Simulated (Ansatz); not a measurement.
## Electric field gradients in SnSe₂

The cell is a COD entry, its atoms then relaxed with PBE in this cell.

```
CELL_PARAMETERS angstrom
3.81100 0.00000 0.00000
-1.90550 3.30042 0.00000
0.00000 0.00000 6.13600
ATOMIC_POSITIONS crystal
Sn 0.00000 0.00000 0.00000
Se 0.33333 0.66667 0.26170
Se 0.66667 0.33333 0.73830
```

Atoms are numbered from 1 in the order listed; like atoms form one site, named after its first atom.

Method: Kohn–Sham DFT in Ansatz, PBEsol, plane waves and PAW, scalar-relativistic, 420 eV cutoff, Γ-centred 13×13×7 k-points, Fermi–Dirac smearing 0.02 eV.

V_zz is the principal component of the electric field gradient with the largest magnitude, η = (V_xx − V_yy)/V_zz and C_Q = eQV_zz/h. Directions are in the Cartesian axes of the cell vectors above, for the atom listed; none is given where the gradient is under 0.02 or η is above 0.95.

Question: Give the quadrupolar parameters of the distinct sites.

Answer: 

```json
{"site": "Sn", "first atom": "1", "first shell": "6 Se at 2.72 Å", "V_zz (10²¹ V/m²)": "-0.16", "η": "0.00", "direction of V_zz (x, y, z)": "0.00 0.00 1.00"}
{"site": "Se", "first atom": "2", "first shell": "3 Sn at 2.72 Å", "V_zz (10²¹ V/m²)": "-4.57", "η": "0.00", "direction of V_zz (x, y, z)": "0.00 0.00 1.00"}
```

An axis of threefold or higher order runs through Sn and Se, so V_zz lies along it and η is zero.

Without spin–orbit coupling (the program notes it for Sn) the gradients can shift somewhat, as the gap is small. With a gap of 0.5 eV on this mesh, the gradients can still move by some per cent as the k-mesh gets denser.

The run took 20 s of wall time (20 s of CPU time) and 0.51 GiB at its peak, on 1 thread of Arm Neoverse V2 (aarch64; 8 cores open to the job, memory cap 3.0 GiB, no GPU), a shared host with a load of 1.0 a core.
